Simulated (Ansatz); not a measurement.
**Is this SiGeO4 structure stable?**

It was reached by relaxing an invented guess, and it needn't be the stable form of this composition.

Method: Ansatz 0.2.0, DFT PBE, scalar-relativistic, plane waves, PAW. Plane waves to 420 eV, a 6×6×6 mesh through Γ for the 6-atom cell and 0.02 eV Gaussian smearing; no spin polarisation.

```
Si Ge O
1.0
     0.00000    3.86474    3.86474
     3.86474    0.00000    3.86474
     3.86474    3.86474    0.00000
Si Ge O
1 1 4
Direct
  0.25000 0.25000 0.25000
  0.50000 0.50000 0.50000
  0.37073 0.37073 0.88780
  0.88780 0.37073 0.37073
  0.37073 0.37073 0.37073
  0.37073 0.88780 0.37073
```

Energies over the elements count from the elements' standard structures at the same level (O₂ as a molecule), with no fitted energy shifts.

Question: These tests were run: energy against the elements; phonons on a 2×2×2 q mesh. What do they show?

Answer:

| test | result |
| --- | --- |
| energy against the elements | −2.109 eV/atom |
| phonons on a 2×2×2 q mesh | imaginary modes down to 129i cm⁻¹ |

It fails one test: phonons on a 2×2×2 q mesh. So it isn't even a local minimum.

The run for the phonons used a 6×6×6 k mesh.
